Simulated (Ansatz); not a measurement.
## Trial structures of Be₂Se: starts and ends

These are results of DFT PBE, scalar-relativistic, plane waves, PAW (Ansatz), not measurements. All cells share a 420 eV cutoff and Γ-centred k meshes spaced at most about 0.3 Å⁻¹ (about 0.25 or finer for metals, 2π included). No spin polarisation in the final relaxations.

Each guess was relaxed in cell and atoms at zero pressure, within the symmetry of its start. Temperature and zero-point effects are left out. Coordination counts Se atoms around Be (those within 1.25 times the shortest such distance or 1.15 times the sum of covalent radii; the shortest distance is added where it is long for a bond; a slash parts the counts of unlike sites).

| guess | made from | start group | V start (Å³/atom) | end group | V end (Å³/atom) | coordination at the end | gap on mesh (eV) | E over the lowest end (meV/atom) |
| --- | --- | --- | --- | --- | --- | --- | --- | --- |
| 1 | TlBi2 type | P6/mmm | 14.5 | P6/mmm (AlB2) | 13.3 | Be 6 from 2.7 Å | 0 | 310 |
| 2 | ZnPd2 type | P4/mmm | 13.8 | P4/mmm | 13.0 | Be 2/4/8 from 2.8 Å | 0 | 89 |
| 3 | TbHg2 type | P-3m1 | 13.2 | P-3m1 (anti-cadmium iodide) | 14.0 | Be 3 | 0 | 0 |
| 4 | Cu2Se type | F-43m | 13.2 | ? | ? | ? | ? | ? |
| 5 | random cell | P6/mmm | 17.1 | P6/mmm | 13.4 | Be 3 | 0 | 395 |
| 6 | Sr2Ir type | Fm-3m | 17.9 | Fm-3m (anti-fluorite) | 15.5 | Be 4 | 0 | 453 |

Guess 4 as it starts:

Space group F-43m (No. 216). a = 5.409 Å, b = 5.409 Å, c = 5.409 Å, α = 90.00°, β = 90.00°, γ = 90.00°
```csv
atom,site,symmetry,x,y,z
Be,4c,-43m,0.2500,0.2500,0.2500
Be,4b,-43m,0.5000,0.0000,0.0000
Se,4a,-43m,0.0000,0.0000,0.0000
```

**Question.** Predict the end of this guess and its energy over the lowest end.

**Answer.** It ends in space group F-43m (No. 216), with a = 5.559 Å, 14.3 Å³/atom and no gap. It lies 227 meV/atom over the lowest end, above guess 2 and below guess 1. Counting Se atoms around Be, this end has Be 4/6 from 2.8 Å and the lowest (guess 3) has Be 3.

```xyz
3
Lattice="0.0000 2.7794 2.7794 2.7794 0.0000 2.7794 2.7794 2.7794 0.0000" Properties=species:S:1:pos:R:3 pbc="T T T"
Be    4.1691    4.1691    4.1691
Be    2.7794    2.7794    2.7794
Se    0.0000    0.0000    0.0000
```

Energies over the elements count from the elements' standard structures at the same level, with no fitted energy shifts.

**Question.** Is the lowest end bound against the elements?

**Answer.** No: its formation energy is +0.30 eV/atom. A positive value: parting into the elements would lower its energy.

The zero gap of F-43m may come from the functional, which often closes small gaps, or the cell may be a true semimetal. The reference form of Se is held partly by dispersion forces, which this level lacks. Cells relaxed within their symmetry can be saddle points. A lower structure may well exist outside this small set. Some structure types and database cells were kept out of the candidates from the start, so a known form may be missing.
